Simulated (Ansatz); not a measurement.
The elements of this relaxed trial sheet are hidden behind letters. This is a two-dimensional sheet: the third axis spans vacuum and isn't periodic.

```
lattice vectors (Å)
   4.2050    0.0000    0.0000
   0.0000    4.2050    0.0000
   0.0000    0.0000   31.0622
fractional positions
X 0.0000 0.0000 0.2945
Z 0.5000 0.5000 0.2294
Q 0.5000 0.5000 0.3489
```

Theory: DFT PBE, scalar-relativistic, plane waves, PAW in Ansatz 0.2.0. Cutoff 420 eV, Γ-centred 6×6×1 mesh (3-atom cell), Gaussian smearing of 0.02 eV, no spin polarisation.

| Property | Result |
| --- | --- |
| Layer group | p4mm (No. 55) |
| In-plane cell | a = 4.205 Å, b = 4.205 Å, γ = 90.0° |
| Area per atom | 5.89 Å² |
| Thickness between the outermost nuclei | 3.71 Å |
| Energy over the elements | −1.876 eV/atom |
| Gap on the 6×6×1 mesh of the 3-atom cell | 2.32 eV |

Energies are uncorrected and count from the elements' standard states at the same level.

Task: X is an s-block element of period 6, Z is a p-block element of period 5 and Q is a p-block element of period 4. Which elements are they?

Result: X = Ba, Z = I, Q = Br, so the formula is BaIBr. Ba at height 2.02 Å has 4 Br at 3.42 Å and 4 I at 3.60 Å; I at height 0.00 Å has 4 Ba at 3.60 Å and 1 Br at 3.71 Å; Br at height 3.71 Å has 4 Ba at 3.42 Å and 1 I at 3.71 Å. Other elements may fit the hints; this set was computed.

Spin–orbit coupling, which can matter for I, is left out. Kohn–Sham gaps at this level usually fall short of measured ones. The missing spin–orbit coupling can work the other way here. A structure relaxed within its symmetry needn't be a true minimum.
